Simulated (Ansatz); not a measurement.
Question: Mg (hcp (Mg type), P6_3/mmc) is relaxed with PBE+D3(BJ) in the plane-wave PAW code Ansatz. What lattice parameters of the conventional cell result?

Answer: a = 3.151 Å, c = 5.048 Å.

Symmetry was held in the PBE+D3(BJ) relaxation. The pairwise dispersion correction was not fitted to metals. Axis ratios of metals converge slowly with the k-mesh, so a and c are less sure than the volume.

Potentials: the later of the program's two PAW sets.
